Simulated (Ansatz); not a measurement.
**Electric field gradients in Ti$_{3}$O$_{4}$**

These are results of DFT PBEsol, scalar-relativistic, plane waves, PAW (Ansatz), not measurements. Plane waves to 420 eV; Γ-centred k mesh 12×12×12; Fermi-Dirac smearing of 0.15 eV. No spin polarisation.

Relaxed structure:
```
Ti O
1.0
    -2.05066    2.05066    4.05252
     2.05066   -2.05066    4.05252
     2.05066    2.05066   -4.05252
Ti O
3 4
Direct
  0.25000 0.75000 0.50000
  0.50000 0.50000 0.00000
  0.75000 0.25000 0.50000
  0.00000 0.50000 0.50000
  0.24304 0.24304 0.00000
  0.50000 0.00000 0.50000
  0.75696 0.75696 0.00000
```

In a metal these results depend on the k mesh and the smearing. Spin polarisation was left out, and a magnetic state may lie lower. A semilocal functional can close a gap that the real compound has.

Question: Give V_zz (10²¹ V/m²) and the asymmetry η at each distinct site.

Answer:
| atom | V_zz | η |
| --- | --- | --- |
| Ti (atom 1) | -1.23 | 0.00 |
| Ti (atom 2) | -1.95 | 0.00 |
| O (atom 4) | -4.93 | 0.33 |
| O (atom 5) | -1.64 | 0.00 |

Whether Ti3O4 exists in this form wasn't checked.

Cost: 1 run of about 0.58 core-minutes, on AMD EPYC (Zen 3) (shared hosts).